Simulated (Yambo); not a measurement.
```
CELL_PARAMETERS angstrom
      5.90003    -3.86693     0.00000
      5.90003     3.86693     0.00000
     -1.83110     0.00000     4.42366
ATOMIC_POSITIONS crystal
  P  0.59042 0.59042 0.97625
  P  0.40958 0.40958 0.02375
  P  0.18682 0.64836 0.29170
  P  0.81318 0.35164 0.70830
  P  0.35164 0.81318 0.70830
  P  0.64836 0.18682 0.29170
  Ba 0.82615 0.82615 0.68458
  Ba 0.17385 0.17385 0.31542
```

BaP3 (space group C2/m, No. 12): mean Im ε in 1 eV windows above the direct gap of 1.31 eV, for different electron-hole kernels (Yambo, broadening 0.15 eV, LDA (Quantum ESPRESSO, PseudoDojo norm-conserving, 57 Ry, without SOC) bands; 4×4×6 mesh, 8 valence and 11 conduction bands, static screening with 100 bands and a 3 Ry block, scissor 0.63 eV, Tamm-Dancoff; field along x).

| window (eV) | independent quasiparticles | BSE |
|---|---|---|
| 1.3 to 2.3 | 2.2 | 3.7 |
| 2.3 to 3.3 | 5.7 | 6.7 |
| 3.3 to 4.3 | 8.3 | 8.7 |

This run doesn't resolve bound excitons or single peaks, so only averages are given, and they too depend on the mesh; weight that the attraction moves below the gap isn't listed. All transitions below 5.07 eV are in the band window. The scissor comes from a G0W0 run whose convergence isn't established.

Geometry of the Materials Project entry, not relaxed at this level.

The structure is a Materials Project entry; no match was found in the copy of COD used, and its stability was not checked.
